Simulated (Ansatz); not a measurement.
Relaxed bulk Al:

```xyz
4
Lattice="2.8222 0.0000 0.0000 -1.4111 2.4441 0.0000 0.0000 0.0000 9.2621" Properties=species:S:1:pos:R:3 pbc="T T T"
Al    0.0000    0.0000    0.0000
Al    0.0000    1.6294    2.3155
Al    0.0000    0.0000    4.6310
Al    1.4111    0.8147    6.9465
```

Miller indices refer to the conventional cell of P6_3/mmc (No. 194), a = 2.822 Å, b = 2.822 Å, c = 9.262 Å, α = 90.00°, β = 90.00°, γ = 120.00°.

Consider the (001) slab of 8 planes, 16.2 Å thick with 15 Å of vacuum as cut; outer planes Al (top) and Al (bottom), all atoms relaxed.

Method: DFT r2SCAN, scalar-relativistic, plane waves, PAW in Ansatz 0.2.0. Cutoff 500 eV; k points 12×12×1 on the computed 8-atom cell (Γ-centred); Gaussian smearing, width 0.10 eV; no spin polarisation. A dipole correction removes the field between periodic images along c.

**Question.** Predict the surface energy (mean of both faces).

**Answer.** 0.86 J/m².

**Question.** Give the work function.

**Answer.** 4.17 eV (top), 4.21 eV (bottom).

**Question.** The top two planes lie 2.316 Å apart in the bulk. How does relaxation change this?

**Answer.** The spacing becomes 2.361 Å (+2.0 %).

The reference crystal is a form of Al, which isn't its usual structure.